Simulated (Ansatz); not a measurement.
## CuSb2 (CdI2-type structure)

The computed numbers are results of PBE, scalar-relativistic (no spin polarisation) in the plane-wave PAW code Ansatz at 420 eV, Γ-centred 10×10×8 mesh, 0.05 eV Gaussian smearing. The datasets are Ansatz's generated set soft_2.

```
Cu Sb
1.0
     4.03197    0.00000    0.00000
    -2.01598    3.49179    0.00000
     0.00000    0.00000    4.96058
Cu Sb
1 2
Cartesian
  0.0000 0.0000 0.0000
  0.0000 2.3279 1.2841
  2.0160 1.1639 3.6765
```

This is a trial structure made by placing the elements on a prototype's sites, so it needn't be the stable form.

The cell has space group P-3m1 (read at 0.01 Å). In it the stress is -0.01, -0.01, -0.02, 0.00, 0.00, 0.00 GPa and the largest force component 0.002 eV/Å. Each change below starts from this cell, without further relaxation. Stress is in GPa, positive in compression, in the order xx, yy, zz, yz, xz, xy; energies are counted from the cell above and are free energies with the smearing's entropy, which match forces and stress in a metal.

What happens when atom 1 (Cu) is moved by 0.02 Å along x?

The energy changes by 1.2 meV per cell, and the force on it along the shift is -0.123 eV/Å (−F/u = 6.13 eV/Å²). Stress: 0.00, 0.00, -0.01, -0.01, 0.00, 0.00.
| atom | Fx (eV/Å) | Fy | Fz |
| --- | --- | --- | --- |
| Cu1 | -0.123 | 0.000 | 0.000 |
| Sb2 | 0.061 | -0.002 | 0.000 |
| Sb3 | 0.061 | 0.002 | 0.000 |
In a harmonic crystal the energy would rise by −½F·u = ½ × 6.13 × 0.02² eV = 1.2 meV, which matches.

One atom was moved along a Cartesian axis, and these forces appeared. Which atom, and about how far?
```
atom  Fx (eV/Å)      Fy      Fz
 Cu1      0.246  -0.028   0.025
 Sb2     -0.046   0.006  -0.005
 Sb3     -0.200   0.021  -0.020
```

Atom 3 (Sb) is moved by 0.08 Å along x; the energy changes by 8.3 meV per cell.

What stress follows from an engineering strain of 3 % in yz, atoms carried along?

0.92, -0.58, -0.03, -1.04, 0.00, 0.00 GPa; the energy changes by 6.7 meV per cell.
```
atom  Fx (eV/Å)      Fy      Fz
 Cu1      0.000   0.000   0.000
 Sb2      0.000  -0.109   0.007
 Sb3      0.000   0.109  -0.007
```
The change of the stress over the strain gives a clamped-atom stiffness of about 35 GPa for this component.
In a harmonic crystal the energy would rise by V(½Cε² − σ₀ε), with σ₀ the stress of the unstrained cell, = 6.8 meV, which matches.

What stress follows from an engineering strain of -2 % in zz, atoms carried along?

1.11, 1.11, 1.94, 0.00, 0.00, 0.00 GPa; the energy changes by 8.3 meV per cell.
```tsv
atom	Fx (eV/Å)	Fy	Fz
Cu1	0.000	0.000	0.000
Sb2	0.000	0.000	0.078
Sb3	0.000	0.000	-0.078
```
The change of the stress over the strain gives a clamped-atom stiffness of about 98 GPa for this component, a secant value that lies under the elastic constant in tension and over it in compression, by several per cent for each per cent of strain.
In a harmonic crystal the energy would rise by V(½Cε² − σ₀ε), with σ₀ the stress of the unstrained cell, = 8.4 meV, which matches.

All atoms and the cell are disturbed at random:
```
CELL_PARAMETERS angstrom
4.13814 0.00245 0.01780
-2.06695 3.48863 -0.02234
0.02189 -0.01910 4.99790
ATOMIC_POSITIONS crystal
Cu 0.97123 0.99040 0.00653
Sb 0.36325 0.68072 0.25533
Sb 0.66551 0.32887 0.73814
```
Give the energy change, the stress and the forces.

108.6 meV per cell; stress -1.72, -1.12, -1.15, -0.27, -1.49, 1.11 GPa.
```tsv
atom	Fx (eV/Å)	Fy	Fz
Cu1	0.925	0.412	-0.325
Sb2	-0.677	-0.279	0.148
Sb3	-0.248	-0.133	0.177
```

All atoms and the cell are disturbed at random:
```
CELL_PARAMETERS angstrom
3.97156 0.02740 -0.00551
-1.96205 3.53584 0.01784
-0.00677 0.02143 4.86090
ATOMIC_POSITIONS crystal
Cu 0.99458 0.08611 0.00405
Sb 0.35762 0.63984 0.29391
Sb 0.64781 0.27406 0.70204
```
Give the energy change, the stress and the forces.

585.4 meV per cell; stress 4.64, 4.16, 5.64, 0.89, 4.46, -1.17 GPa.
```
atom  Fx (eV/Å)      Fy      Fz
 Cu1      1.313  -1.444   0.402
 Sb2     -0.034   0.992   0.220
 Sb3     -1.279   0.452  -0.622
```

Spin–orbit coupling, which matters for such heavy elements, is left out. The cell is a metal with an odd number of electrons, and spin polarisation wasn't tried.
